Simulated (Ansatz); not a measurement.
## What DFT gives for LuHg (Pm-3m)

The conventional cell has a = 3.589 Å, b = 3.589 Å, c = 3.589 Å, α = 90.00°, β = 90.00°, γ = 90.00°. Lu (atom 1) is surrounded by 8 Hg at 3.11 Å. Hg (atom 2) has 8 Lu at 3.11 Å as nearest neighbours.

Ansatz runs use the cell relaxed by PAW under their functional.

Task: What do its conduction electrons give? (PBEsol, all-electron LAPW in Ansatz 0.2.0, scalar-relativistic; a = 3.589 Å; k mesh 12×12×12, fine mesh 16×16×16, Fermi-Dirac smearing of 0.100 eV, basis error target 1 meV/atom)

Result: Fermi-surface sums: N(E_F) = 0.57 states/eV/atom, ħω_p (r.m.s. of x, y, z) = 5.1 eV, Fermi speed = 0.61×10⁶ m/s.

Task: How stiff is it? (PBEsol, PAW on Ansatz 0.2.0's default frozen-core files (fitted under PBE), scalar-relativistic; a = 3.590 Å; k mesh 12×12×12, strains of ±0.008, Fermi-Dirac smearing of 0.050 eV, cutoff 420 eV)

Result: Elastic moduli (Hill averages, relaxed ions; θ_D from sound speeds over directions): B = 81.5 GPa, G = 31.6 GPa, C11 = 104 GPa, C44 = 47.8 GPa, ν = 0.328, θ_D = 176 K.

Task: How does it vibrate? (PBEsol, all-electron LAPW in Ansatz 0.2.0, scalar-relativistic; a = 3.589 Å; k mesh 12×12×12, Fermi-Dirac smearing of 0.080 eV, basis error target 1 meV/atom; q mesh 2×2×2)

Result: Harmonic phonons by finite displacements (negative means unstable): highest mode = 119 cm⁻¹, lowest at X = 59.5 cm⁻¹, lowest at M = 34.1 cm⁻¹, lowest at R = 61.8 cm⁻¹, highest at Γ = 87.1 cm⁻¹.

Known limits: no spin-orbit coupling on heavy atoms; these sums move with the mesh, by several per cent and more for small sheets (Fermi surface); frozen-core PAW files fitted under PBE, their cores solved anew for the functional of the run (moduli); responses of metals move with mesh and smearing (moduli, phonons).
